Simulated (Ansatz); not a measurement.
**Ti6Sn5: checking a database structure before trusting its electric field gradients**

The cell is a structure deposited in the COD, taken as it stands.

Space group P6_3/mmc (No. 194); a = 9.2200, c = 5.6900 Å, γ = 120.00°.

| site | Wyckoff | site symmetry | x | y | z |
| --- | --- | --- | --- | --- | --- |
| Ti1 | 6h | mm2 | 0.1650 | 0.3300 | 0.2500 |
| Ti7 | 6g | .2/m. | 0.5000 | 0.0000 | 0.0000 |
| Sn13 | 2c | -6m2 | 0.3333 | 0.6667 | 0.2500 |
| Sn15 | 2a | -3m. | 0.0000 | 0.0000 | 0.0000 |
| Sn17 | 6h | mm2 | 0.7950 | 0.5900 | 0.2500 |

One atom of each set is listed.

All values are calculated (Ansatz; DFT, PBE, plane waves and PAW, scalar-relativistic, 420 eV cutoff, Γ-centred 4×4×6 k-points, Fermi–Dirac smearing 0.05 eV), not measured.

Problem. Do the atoms and the cell lie near the calculated equilibrium?

Solution. No. The largest force is 1.5 eV/Å, on atom 5 (Ti: 7 Sn at 2.69–3.01 Å, 4 Ti at 3.03 Å), and the pressure is 3.7 GPa. The atoms have to be relaxed before gradients are taken from this entry.
